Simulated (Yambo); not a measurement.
Given:

```
BeO
1.0
    2.66147     0.00000     0.00000
   -1.33074     2.30490     0.00000
    0.00000     0.00000     4.32409
Be O
2 2
Cartesian
  0.00000   1.53660   0.00001
  1.33074   0.76830   2.16206
  0.00000   1.53660   1.63233
  1.33074   0.76830   3.79437
```

Workflow: LDA (pw.x of Quantum ESPRESSO, ONCV potentials, no spin-orbit coupling), then G0W0 in Yambo (6×6×4 Γ-centred k mesh, bands 3 to 66 and a 10 Ry block in the screening, 66 bands in G with the Bruneval-Gonze terminator, plasmon pole fitted at 27.2 eV).

Problem. Give the LDA and G0W0 gaps between the band edges found on this mesh, and say where the edges lie.

Solution. Edges: Γ → Γ. LDA: 8.04 eV; G0W0: 10.99 eV. Nearest settings tried, and what they do to the gap: 52 bands in W, 52 bands in G: +3 meV; 8 Ry block (73 vectors against 111): -130 meV; 6×6×2 mesh: +2 meV. So the settings aren't converged at that level. 

Geometry relaxed with LDA.
